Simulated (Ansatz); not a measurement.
**Si3B: relaxed-ion elastic tensor**

Level of theory: Ansatz 0.2.0, DFT PBE, scalar-relativistic, plane waves, PAW. Settings: 420 eV plane-wave cutoff, Γ-centred 10×4×6 mesh, Gaussian smearing of 0.10 eV. No spin polarisation.

Relaxed structure:
```
CELL_PARAMETERS angstrom
3.38385 0.00000 0.00000
0.00000 7.24672 0.00000
0.00000 0.00000 5.27320
ATOMIC_POSITIONS crystal
Si 0.50000 0.73405 0.16166
Si 0.50000 0.26595 0.16166
Si 0.00000 0.76595 0.83834
Si 0.00000 0.23405 0.83834
Si 0.00000 0.50000 0.57335
Si 0.50000 0.00000 0.42665
B 0.50000 0.50000 0.36136
B 0.00000 0.00000 0.63864
```

The cell was found from a structure generator's guess, not taken from experiment. In a metal, frequencies and elastic constants depend on the k mesh and the smearing, soft modes and shear constants most.

(1) Give the relaxed-ion elastic constants (GPa, Voigt order xx yy zz yz xz xy, on the Cartesian axes of the cell above).

(2) Is the crystal stable against homogeneous strain?

(3) And the moduli of a polycrystal (Hill averages)?

Results:

(1)
```
178.2  30.3  71.7   0.0   0.0   0.0
 30.2 219.2  92.6   0.0   0.0   0.0
 71.8  92.8 170.3   0.0   0.0   0.0
  0.0   0.0   0.0  48.3   0.0   0.0
  0.0   0.0   0.0   0.0  80.5   0.0
  0.0   0.0   0.0   0.0   0.0  28.8
```

(2) Yes: the least eigenvalue of the tensor is 28.8 GPa.

(3) B = 105 GPa, G = 52 GPa, E = 134 GPa, ν = 0.29.
